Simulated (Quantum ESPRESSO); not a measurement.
# Planted mistakes on one cell of Al8P6CSe

The results below are calculated, not measured. They come from pw.x of Quantum ESPRESSO 7.5, a plane-wave density functional program, with PseudoDojo standard norm-conserving files (v0.5 for PBE, v0.4.1 for LDA and PBEsol). The cells are made up: elements, strain and atom displacements were drawn at random, and nothing was relaxed. There is no spin polarisation, spin-orbit coupling or dispersion term.

The cell has 16 sites of a zincblende or diamond lattice (two cubes along c). Sites 1 to 8 hold Al Al Al Al Al Al Al Al; sites 9 to 16 hold P C P P P P P Se. Cell vectors in Å: (5.697, -0.040, -0.013); (-0.040, 5.621, -0.041); (-0.026, -0.082, 11.212). Settings: PBE, cutoff 1170 eV, 4 x 4 x 2 k mesh shifted by half a step, Fermi-Dirac smearing of 0.025 eV.

The intended run has a self-consistency threshold of 1e-07 eV, a smearing term of 0.000 eV, a pressure of -5.33 GPa and 15 iterations. Each further run changes one thing: all lengths scaled by 0.9840; atoms of sites 1 and 10 exchanged; cutoff 698 eV; files of LDA; k mesh 2 x 2 x 2; one electron removed; threshold 0.03 eV. A coarse mesh keeps the shift, and a charged cell sits in a uniform background.

| run | change of free energy (eV) | smearing term -TS (eV) | change of P (GPa) | largest change of a force component (eV/Å) | iterations |
| --- | --- | --- | --- | --- | --- |
| A | -12.429 | 0.000 | -3.06 | 0.163 | 15 |
| B | 0.007 | 0.000 | 0.19 | 0.292 | 7 |
| C | 5.634 | -0.012 | 3.23 | 3.632 | 17 |
| D | -0.415 | 0.000 | 2.94 | 0.332 | 14 |
| E | 0.172 | 0.000 | 0.08 | 0.037 | 16 |
| F | 9.447 | 0.000 | -27.62 | 0.017 | 15 |
| G | -4.795 | -0.013 | -3.81 | 0.814 | 15 |

A rerun of the intended cell at 1467 eV and k mesh 6 x 6 x 4 moved values by no more than 0.012 eV in the cell's energy, 0.02 GPa in stress and 0.005 eV/Å in force.

Question: which change belongs to which run?

## Worked reading

Run B has the fewest iterations, as a run stopped early does. Run F has a higher energy and the largest fall in pressure, as too small a basis gives. Run D changes the volume by a factor of 0.9528; minus its pressure change over the logarithm of that factor, 61 GPa, is a rough bulk modulus with clamped atoms. Energies from files of another functional, or of a charged cell, have another zero and say nothing on stability; the pressure of a charged cell rests on the program's zero of potential too.

## Key

| run | change |
| --- | --- |
| A | files of LDA |
| B | threshold 0.03 eV |
| C | atoms of sites 1 and 10 exchanged |
| D | all lengths scaled by 0.9840 |
| E | k mesh 2 x 2 x 2 |
| F | cutoff 698 eV |
| G | one electron removed |